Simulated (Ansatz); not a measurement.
Surface calculation: fcc Al (100), 5 layers

The slab is cut from the fcc crystal, the stable phase, as relaxed on PAW files (16.50 Å³/atom), with 16 Å of vacuum and a dipole correction:

```yaml
crystal:
  lattice:
    - [2.85749, 0.00000, 0.00000]
    - [0.00000, 2.85749, 0.00000]
    - [0.00000, 0.00000, 24.08220]
  atoms:
    - { symbol: Al, position: [0.00000, 0.00000, 0.33220] }
    - { symbol: Al, position: [0.50000, 0.50000, 0.41610] }
    - { symbol: Al, position: [0.00000, 0.00000, 0.50000] }
    - { symbol: Al, position: [0.50000, 0.50000, 0.58390] }
    - { symbol: Al, position: [0.00000, 0.00000, 0.66780] }
```

Computed with Ansatz 0.2.0; functional PBE, scalar-relativistic. Settings: a Γ-centred 14×14×1 k mesh, Fermi–Dirac smearing of 0.08 eV, no spin polarisation. Methods: LAPW: all electrons, basis error target 1 meV/atom; PAW: frozen-core files, cutoff 420 eV.

The bulk energy comes from a cell in the slab's orientation on a 14×14×10 mesh. The surface energy is (E(slab) − N·E(bulk))/2A at zero smearing, the mean of both faces; thin slabs carry quantum-size effects.

Question: As cut, the LAPW slab lies 0.945 eV above 5 atoms of bulk. What surface energy is that?

Answer: Over two faces of 8.17 Å² it is 57.9 meV/Å², and times 16.02 J/m² per eV/Å² that gives γ = 0.928 J/m².

```csv
method,γ as cut (J/m²),γ relaxed (J/m²),Φ as cut (eV),Φ relaxed (eV)
LAPW,0.928,0.922,4.30,4.29
PAW,0.928,0.923,4.30,4.29
```

Question: How do the spacings between the planes relax?

Answer: From the bottom face up: d12 +1.6 % of 2.021 Å, d23 +2.0 % of 2.021 Å, d34 +2.0 % of 2.021 Å, d45 +1.6 % of 2.021 Å.

Question: What changes if the vacuum is set to 7 Å?

Answer: LAPW then gives: no gap, work function 4.03 eV; PAW: no gap, work function 3.84 (top) and 3.96 (bottom) eV. The program warns that the vacuum is too thin.

Question: A 2p core hole is made on one atom of each kind in every 1×1 cell (PAW hole dataset, neutral cell, valence without spin). What does it cost by layer?

Answer: layer 1 72.92 eV, layer 2 72.95 eV, layer 3 72.96 eV. Shifts between layers mean more than the absolute values, and a whole layer of holes screens otherwise than one hole.

Question: In the relaxed 1×1 cell, replace the outer, then the middle Al by Si, which changes a whole layer. What shift does this Z+1 picture give?

Answer: E(outer) − E(middle) = -0.09 eV by LAPW and -0.09 eV by PAW; a positive value puts the surface line at higher binding energy.
